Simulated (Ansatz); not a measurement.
The calculation used Ansatz, DFT PBE, scalar-relativistic, plane waves, PAW.

Levels along Γ–M–K–Γ–A–L–H–A | L–M | H–K, in eV from the Fermi level, sorted by energy at each point. Points in fractions of the primitive reciprocal vectors: Γ (0.000 0.000 0.000), M (0.500 0.000 0.000), K (0.333 0.333 0.000), A (0.000 0.000 0.500), L (0.500 0.000 0.500), H (0.333 0.333 0.500).
| point | k (1/Å, with 2π) | band 44 | band 45 | band 46 | band 47 | band 48 | band 49 | band 50 |
| --- | --- | --- | --- | --- | --- | --- | --- | --- |
| Γ | 0.000 | -0.43 | -0.39 | -0.39 | 0.51 | 0.59 | 1.36 | 1.36 |
| - | 0.098 | -0.41 | -0.40 | -0.36 | 0.51 | 0.67 | 1.38 | 1.40 |
| - | 0.196 | -0.40 | -0.36 | -0.26 | 0.52 | 0.86 | 1.45 | 1.59 |
| - | 0.294 | -0.40 | -0.32 | -0.10 | 0.56 | 1.04 | 1.61 | 2.01 |
| - | 0.392 | -0.40 | -0.31 | 0.14 | 0.62 | 1.19 | 1.90 | 2.49 |
| - | 0.489 | -0.41 | -0.34 | 0.45 | 0.68 | 1.36 | 2.34 | 2.50 |
| - | 0.587 | -0.41 | -0.39 | 0.71 | 0.78 | 1.53 | 2.02 | 2.56 |
| M | 0.685 | -0.41 | -0.41 | 0.72 | 0.99 | 1.63 | 1.77 | 2.43 |
| - | 0.742 | -0.41 | -0.39 | 0.72 | 1.01 | 1.60 | 1.78 | 2.40 |
| - | 0.798 | -0.44 | -0.34 | 0.73 | 1.06 | 1.52 | 1.80 | 2.32 |
| - | 0.855 | -0.47 | -0.29 | 0.76 | 1.16 | 1.42 | 1.84 | 2.18 |
| - | 0.911 | -0.52 | -0.24 | 0.81 | 1.28 | 1.32 | 1.89 | 1.98 |
| - | 0.968 | -0.55 | -0.20 | 0.89 | 1.24 | 1.43 | 1.75 | 1.94 |
| - | 1.024 | -0.57 | -0.18 | 1.00 | 1.21 | 1.53 | 1.61 | 1.94 |
| K | 1.081 | -0.58 | -0.17 | 1.05 | 1.32 | 1.32 | 1.81 | 1.81 |
| - | 1.194 | -0.56 | -0.19 | 0.98 | 1.02 | 1.29 | 1.86 | 2.28 |
| - | 1.307 | -0.52 | -0.23 | 0.76 | 0.78 | 1.02 | 2.52 | 2.69 |
| - | 1.420 | -0.48 | -0.27 | 0.35 | 0.64 | 1.03 | 2.36 | 2.94 |
| - | 1.533 | -0.44 | -0.31 | 0.02 | 0.57 | 1.02 | 1.95 | 2.15 |
| - | 1.646 | -0.41 | -0.36 | -0.21 | 0.53 | 0.91 | 1.56 | 1.65 |
| - | 1.759 | -0.41 | -0.40 | -0.35 | 0.52 | 0.70 | 1.39 | 1.42 |
| Γ | 1.872 | -0.43 | -0.39 | -0.39 | 0.51 | 0.59 | 1.36 | 1.36 |
| - | 1.978 | -0.43 | -0.40 | -0.40 | 0.51 | 0.60 | 1.29 | 1.29 |
| - | 2.084 | -0.43 | -0.41 | -0.41 | 0.52 | 0.58 | 1.09 | 1.09 |
| - | 2.190 | -0.43 | -0.43 | -0.43 | 0.51 | 0.52 | 0.75 | 0.75 |
| - | 2.296 | -0.45 | -0.43 | -0.43 | 0.30 | 0.30 | 0.35 | 0.52 |
| - | 2.402 | -0.46 | -0.45 | -0.45 | -0.18 | -0.18 | 0.14 | 0.52 |
| - | 2.508 | -0.49 | -0.47 | -0.47 | -0.38 | -0.38 | -0.06 | 0.52 |
| A | 2.614 | -0.49 | -0.48 | -0.48 | -0.39 | -0.39 | -0.13 | 0.52 |
| - | 2.712 | -0.49 | -0.48 | -0.47 | -0.34 | -0.33 | -0.08 | 0.54 |
| - | 2.810 | -0.50 | -0.49 | -0.46 | -0.26 | -0.24 | 0.04 | 0.63 |
| - | 2.908 | -0.53 | -0.48 | -0.45 | -0.20 | -0.20 | 0.18 | 0.79 |
| - | 3.005 | -0.58 | -0.48 | -0.44 | -0.24 | -0.17 | 0.30 | 0.96 |
| - | 3.103 | -0.63 | -0.48 | -0.43 | -0.30 | -0.15 | 0.38 | 1.11 |
| - | 3.201 | -0.67 | -0.48 | -0.43 | -0.36 | -0.15 | 0.42 | 1.21 |
| L | 3.299 | -0.69 | -0.48 | -0.43 | -0.39 | -0.14 | 0.44 | 1.24 |
| - | 3.355 | -0.68 | -0.48 | -0.43 | -0.40 | -0.14 | 0.47 | 1.29 |
| - | 3.412 | -0.67 | -0.50 | -0.44 | -0.43 | -0.13 | 0.56 | 1.46 |
| - | 3.468 | -0.66 | -0.52 | -0.47 | -0.45 | -0.12 | 0.70 | 1.72 |
| - | 3.525 | -0.64 | -0.54 | -0.52 | -0.46 | -0.12 | 0.88 | 2.08 |
| - | 3.582 | -0.62 | -0.58 | -0.56 | -0.47 | -0.12 | 1.08 | 2.50 |
| - | 3.638 | -0.66 | -0.61 | -0.59 | -0.47 | -0.12 | 1.24 | 2.96 |
| H | 3.695 | -0.74 | -0.60 | -0.60 | -0.48 | -0.12 | 1.29 | 3.33 |
| - | 3.808 | -0.59 | -0.59 | -0.56 | -0.47 | -0.12 | 1.12 | 2.68 |
| - | 3.921 | -0.58 | -0.55 | -0.46 | -0.40 | -0.13 | 0.81 | 2.03 |
| - | 4.034 | -0.56 | -0.51 | -0.45 | -0.26 | -0.15 | 0.52 | 1.46 |
| - | 4.146 | -0.54 | -0.48 | -0.46 | -0.19 | -0.18 | 0.28 | 1.00 |
| - | 4.260 | -0.51 | -0.47 | -0.47 | -0.24 | -0.21 | 0.09 | 0.69 |
| - | 4.372 | -0.49 | -0.48 | -0.47 | -0.32 | -0.32 | -0.06 | 0.55 |
| A | 4.486 | -0.49 | -0.48 | -0.48 | -0.39 | -0.39 | -0.13 | 0.52 |
| L | 4.486 | -0.69 | -0.48 | -0.43 | -0.39 | -0.14 | 0.44 | 1.24 |
| - | 4.591 | -0.59 | -0.48 | -0.39 | -0.29 | -0.18 | 0.55 | 1.26 |
| - | 4.698 | -0.47 | -0.41 | -0.39 | -0.24 | 0.02 | 0.87 | 1.34 |
| - | 4.804 | -0.45 | -0.40 | -0.37 | -0.11 | 0.36 | 1.35 | 1.54 |
| - | 4.910 | -0.44 | -0.40 | -0.25 | 0.21 | 0.58 | 1.97 | 1.98 |
| - | 5.016 | -0.42 | -0.40 | 0.18 | 0.63 | 0.68 | 2.41 | 2.54 |
| - | 5.122 | -0.41 | -0.41 | 0.68 | 0.71 | 1.15 | 2.13 | 2.78 |
| M | 5.228 | -0.41 | -0.41 | 0.72 | 0.99 | 1.63 | 1.77 | 2.43 |
| H | 5.228 | -0.74 | -0.60 | -0.60 | -0.48 | -0.12 | 1.29 | 3.33 |
| - | 5.334 | -0.75 | -0.57 | -0.57 | -0.36 | -0.12 | 1.34 | 2.87 |
| - | 5.440 | -0.77 | -0.45 | -0.45 | -0.17 | -0.11 | 1.45 | 2.43 |
| - | 5.546 | -0.77 | -0.22 | -0.22 | -0.15 | 0.11 | 1.58 | 2.05 |
| - | 5.652 | -0.70 | -0.16 | 0.15 | 0.15 | 0.40 | 1.73 | 1.74 |
| - | 5.758 | -0.64 | -0.17 | 0.69 | 0.69 | 0.71 | 1.52 | 1.52 |
| - | 5.864 | -0.60 | -0.17 | 0.96 | 1.30 | 1.30 | 1.43 | 1.43 |
| K | 5.970 | -0.58 | -0.17 | 1.05 | 1.32 | 1.32 | 1.81 | 1.81 |

The cell has space group P6/mmm, 6 atoms and 93 electrons in the valence of the PAW potentials, and holds 2 elements, among them Co; it is relaxed at this level.

Cutoff 420 eV, k mesh 12×12×10. No spin polarisation.

Problem. Which material gives these bands?

Solution. CoSn, conventional cell a = 5.295 Å, b = 5.295 Å, c = 4.233 Å, α = 90.00°, β = 90.00°, γ = 120.00°. Other compounds weren't ruled out.

Spin polarisation was left out, and a magnetic state may lie lower.

It was relaxed from a Materials Project cell.
